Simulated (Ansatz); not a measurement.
The cell of In2TeO2 is invented: random cell by space group and Wyckoff sites (P-6m2, No. 187). Its size is a rough estimate.

```yaml
crystal:
  lattice:
    - [4.75363, 0.00000, 0.00000]
    - [-2.37682, 4.11677, 0.00000]
    - [0.00000, 0.00000, 6.31821]
  atoms:
    - { symbol: In, position: [0.00000, 0.00000, 0.31436] }
    - { symbol: In, position: [0.00000, 0.00000, 0.68564] }
    - { symbol: Te, position: [0.66667, 0.33333, 0.00000] }
    - { symbol: O, position: [0.00000, 0.00000, 0.10383] }
    - { symbol: O, position: [0.00000, 0.00000, 0.89617] }
```

The calculation used DFT PBE, scalar-relativistic, plane waves, PAW (Ansatz). Cutoff 420 eV, Gaussian smearing, Γ-centred meshes. Cell and atoms relax first on a coarse mesh and then on a finer one. In between, the cell is made exact in the group found at 0.06 Å. In metals the finer mesh still leaves noise of several meV/atom or more. The steps can't lower the symmetry of their start. No spin polarisation.

A guess keeps its type if space group and coordination stay and the shape of the cell changes little (axis ratios within about 15 %, angles within 6°); the volume may change.

Question: Does this structure survive the relaxation?

Answer: It doesn't keep its type. The symmetry stays P-6m2 (No. 187). The volume per atom shrinks by 22.4 %, from 24.7 to 19.2 Å³. The shortest distance goes from 1.31 Å (O–O) to 2.17 Å (In–O). The ratio c/a of the conventional cell changes by a factor of 2.47. Counting neighbours within 15 % of an atom's shortest distance, the start has In 1, O 2, Te 6 and the end In 1, O 4, Te 6. In detail, at the end around In lies 1 O at 2.17 Å; Te is surrounded by 6 O at 2.41 Å; O has 1 In at 2.17 Å and 3 Te at 2.41 Å.

```yaml
crystal:
  lattice:
    - [3.23171, 0.00000, 0.00000]
    - [-1.61586, 2.79875, 0.00000]
    - [0.00000, 0.00000, 10.61386]
  atoms:
    - { symbol: In, position: [0.00000, 0.00000, 0.34793] }
    - { symbol: In, position: [0.00000, 0.00000, 0.65207] }
    - { symbol: Te, position: [0.66667, 0.33333, 0.00000] }
    - { symbol: O, position: [0.00000, 0.00000, 0.14369] }
    - { symbol: O, position: [0.00000, 0.00000, 0.85631] }
```

The last run used a 12×12×4 mesh (in the run's order of axes) for its 5-atom cell and Gaussian smearing of 0.10 eV. Spin–orbit coupling, which can matter for Te, is left out. A structure relaxed within its symmetry needn't be a true minimum. Another cell of In2TeO2 relaxed alike, in P-3m1, lies 0.59 eV/atom lower, so this cell isn't the stable form at this level.
